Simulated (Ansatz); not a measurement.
Method: DFT PBE, scalar-relativistic, plane waves, PAW (Ansatz). Cutoff 420 eV, Γ-centred meshes of about 0.25 Å⁻¹ or finer for metals and 0.3 Å⁻¹ for insulators (2π included), Gaussian smearing. No spin polarisation.

Temperature and zero-point effects are left out.

Compare these two cells of Si₂SnB₃, each relaxed at this level.

1.

```xyz
6
Lattice="-1.7211 4.4713 2.7712 1.7211 -4.4713 2.7712 1.7211 4.4713 -2.7712" Properties=species:S:1:pos:R:3 pbc="T T T"
Si    0.0000    2.9211    0.1272
Si    0.0000    6.0215    0.1272
Sn    0.0000    0.0000    0.0061
B     1.7211    2.7453    1.1808
B     0.0000    1.7260    3.9520
B     1.7211    0.0000    1.5346
```

2.

```xyz
6
Lattice="3.4070 -4.1467 0.0000 3.4070 4.1467 0.0000 0.0000 0.0000 2.9071" Properties=species:S:1:pos:R:3 pbc="T T T"
Si    1.7035   -2.0734    1.4535
Si    1.7035    2.0734    1.4535
Sn    3.4070    0.0000    0.0000
B     3.4070    3.2706    1.4535
B     3.4070   -3.2706    1.4535
B     0.0000    0.0000    0.0000
```

Problem. Which is lower in energy, and by how much?

Solution. Cell 2 is lower, by 18 meV/atom. Cell 1 has space group Imm2 (No. 44), 14.2 Å³/atom and no gap on its mesh; cell 2 has space group Cmmm (No. 65), 13.7 Å³/atom and no gap. The shortest distance is 2.03 Å (Si–B) in cell 1 and 1.70 Å (B–B) in cell 2. Cell 2 holds B–B chains (shortest 1.70 Å); in cell 1 the shortest B–B distance is 2.77 Å. The denser one is the lower, and pressure would at first widen the difference. Even the lower one lies +0.45 eV/atom against the reference forms of the elements (uncorrected), so neither is stable at this level. In cell 1, Si is surrounded by 4 B at 2.03–2.09 Å; Sn has 4 B at 2.30–2.35 Å; B on a site of symmetry m is surrounded by 3 Si at 2.03–2.09 Å and 1 Sn at 2.35 Å; 1 more site not described. In cell 2, Si is surrounded by 2 B at 2.08 Å, 2 Si at 2.91 Å, 4 B at 3.05 Å and 4 Sn at 3.05 Å; Sn has 2 Sn at 2.91 Å and 8 Si at 3.05 Å; B on a site of symmetry m2m has 3 B at 1.70–1.75 Å and 2 Si at 2.08 Å; 1 more site not described. Both come from trial cells of a structure search, whose lowest cell (Cmm2, 13.9 Å³/atom) lies 28 meV/atom below the lower of the two.

For metals, differences of a few meV/atom aren't resolved. With atoms moved at random, cell 2 (by 28 meV/atom) fell into a lower structure. Cell 1 had no clear such test and can be a saddle point. Some structure types and database cells were kept out of the candidates from the start, so a known form may be missing.
